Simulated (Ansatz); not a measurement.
The elements of this relaxed trial crystal are hidden behind letters.

```
lattice vectors (Å)
   5.0670    0.0000    0.0000
   0.0000    5.0670    0.0000
   0.0000    0.0000    5.0670
fractional positions
X 0.5000 0.5000 0.5000
X 0.5000 0.0000 0.0000
X 0.0000 0.5000 0.0000
X 0.0000 0.0000 0.5000
Z 0.5000 0.5000 0.0000
Z 0.0000 0.5000 0.5000
Z 0.5000 0.0000 0.5000
```

Level of theory: DFT PBE, scalar-relativistic, plane waves, PAW (Ansatz). The final run on the 7-atom cell used 420 eV, a Γ-centred 8×8×8 mesh, 0.10 eV smearing and no spin polarisation.

```
Space group                              : Pm-3m (No. 221)
Conventional cell                        : a = 5.067 Å
Volume per atom                          : 18.58 Å³
Density                                  : 5.00 g/cm³
Energy over the elements                 : −0.14 eV/atom
Gap on the 8×8×8 mesh of the 7-atom cell : 0 eV (a metal)
```

Energies are uncorrected and count from the elements' standard states at the same level.

Question: X is a d-block element of period 5 and Z is a p-block element of period 2. Which elements are they?

Answer: X = Y, Z = C, so the formula is Y4C3. Density times volume gives a mean mass of 5.00 × 18.58/1.6605 = 55.9 u per atom, and this set has 56.0 u. Among the elements that the hints allow, noble gases aside, only these give it. Y on a site of symmetry m-3m has 6 C at 2.53 Å; Y on a site of symmetry 4/mmm has 4 C at 2.53 Å; C is surrounded by 6 Y at 2.53 Å.

Symmetry constrained the relaxation, so the result can be a saddle point.
